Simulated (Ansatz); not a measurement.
SnO (zinc blende, F-43m) at seven volumes, plane-wave PAW PBE (Ansatz code), scaled uniformly. One row is withheld.

| V (Å³/atom) | P (GPa) |
|---|---|
| 18.712 | 6.59 |
| 19.329 | 4.08 |
| 19.946 | 1.90 |
| 20.563 | -0.01 |
| 21.180 | -1.69 |
| 21.797 | ? |
| 22.414 | -4.39 |

**Question.** Fit the shown pressures and predict the withheld one.

**Answer.** P = (3/2)B₀(x^(7/2) − x^(5/2))[1 + (3/4)(B′ − 4)(x − 1)] with x = (V₀/V)^(2/3). Least squares on the six rows gives V₀ = 20.558 Å³/atom, B₀ = 59.3 GPa, B′ = 3.55. At V = 21.797, x = 0.9617 and P = -3.13 GPa. The run itself gave -3.15 GPa.

The start of the workflow was typed in or built on a structure type; neither database checked (COD, Materials Project) lists it. It is not the phase usual at ambient conditions (space group No. 129). The cell was relaxed with PBE under the symmetry of its start; whether a distortion lowers the energy is not shown. The volume moved by 23 % from the start of the relaxation. Scalar-relativistic: spin–orbit coupling is off unless named, which matters more the heavier the elements.

Potentials: the later of the program's two PAW sets.
